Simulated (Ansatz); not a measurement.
Here is the system:

TaS₂:
Space group Fm-3m (No. 225); a = b = c = 6.0341 Å, α = β = γ = 90.00°

```csv
atom,site,symmetry,x,y,z
Ta,4a,m-3m,0.0000,0.0000,0.0000
S,8c,-43m,0.2500,0.2500,0.2500
```
(The calculation used a cell of 3 atoms; values per cell refer to that cell.)

This is the PBE-relaxed structure.

Q: All from PBE (plane waves, PAW; program Ansatz), unless another level is named. Give the electronic character.

A: metallic (no gap).

Q: What about the density of states at the Fermi level?

A: 1.7 states/eV per atom (mean over ±0.08 eV).

Q: Next, the formation energy from the elements (no fitted shifts)?

A: -0.48 eV/atom.

A made-up cell: these elements were put on the sites of a structure type; neither database checked (COD, Materials Project) lists it. It is not the phase usual at ambient conditions (space group No. 164). The cell was relaxed with PBE under the symmetry of its start; its stability against distortions is not shown here. No spin polarisation was allowed. With an odd number of electrons in the cell and no spin polarisation, the count alone makes it a metal. The references are the lowest solids computed at this level, not always the standard phases. Spin–orbit coupling is left out wherever it is not named.

Potentials: the later of the program's two PAW sets.
